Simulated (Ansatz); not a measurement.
# GaAs (zinc blende): frozen-phonon scan

Starting cell, GaAs (zinc blende):

```
GaAs
1.0
    0.00000     5.66556     5.66556
    2.83278     0.00000     2.83278
    2.83278     2.83278     0.00000
As Ga
2 2
Direct
  0.37500   0.75000   0.75000
  0.87500   0.75000   0.75000
  0.00000   0.00000   0.00000
  0.50000   0.00000   0.00000
```

A phonon eigenvector at L = (0.5, 0.0, 0.0) is frozen into this cell: atom i moves by Q times the vector below, so Q is the largest atomic displacement, in Å. The cell is held. (q is in reciprocal vectors of the primitive cell; the cell shown is doubled to hold the pattern.)

```csv
atom,x,y,z
As1,-0.553,0.553,0.553
As2,0.553,-0.553,-0.553
Ga3,0.577,-0.577,-0.577
Ga4,-0.577,0.577,0.577
```

These are r2SCAN (plane waves to 500 eV, PAW, scalar-relativistic; Ansatz, a program for electronic structure) values and carry that method's errors. k mesh 5×10×10 (Γ-centred), Fermi-Dirac smearing 0.05 eV. The energy includes the smearing's −TS. Compression counts positive. GaAs was relaxed with its symmetry unable to fall. The PAW data are Ansatz's earlier set. The zero of ΔE is the undisplaced structure.

| Q (Å) | ΔE (meV/cell) | P (GPa) | −dE/dQ from forces (eV/Å) |
|---|---|---|---|
| -0.280 | 2970 | 12.4 | 27.384 |
| -0.233 | 1886 | 8.2 | 19.488 |
| -0.187 | 1120 | 5.0 | 13.603 |
| -0.140 | 594 | 2.7 | 9.132 |
| -0.093 | 253 | 1.2 | 5.608 |
| -0.047 | 62 | 0.3 | 2.666 |
| 0.000 | 0 | 0.0 | 0.000 |
| 0.047 | 62 | 0.3 | -2.666 |
| 0.093 | 253 | 1.2 | -5.608 |
| 0.140 | 594 | 2.7 | -9.132 |
| 0.187 | 1120 | 5.0 | -13.603 |
| 0.233 | 1886 | 8.2 | -19.488 |
| 0.280 | 2970 | 12.4 | -27.384 |

Read from the data:

```
Quantity                                                                                                              Value
-----------------------------------------------------------  --------------------------------------------------------------
Energy at Q = 0.280 Å                                                                                         2970 meV/cell
Space group of the distorted cell                                                         R3m (No. 160), lowered from F-43m
Symmetry of the curve                                                                         even: the same for both signs
Shape of the curve                                           a single well with its minimum at or next to zero displacement
Harmonic wavenumber from the curvature (finite differences)                                                        235 cm⁻¹
Wavenumber by perturbation theory (DFPT, on another k mesh)                                                        235 cm⁻¹
```

(A displaced cell: forces are minus the slopes of the energy, force constants its curvatures, and phonons follow from these.)
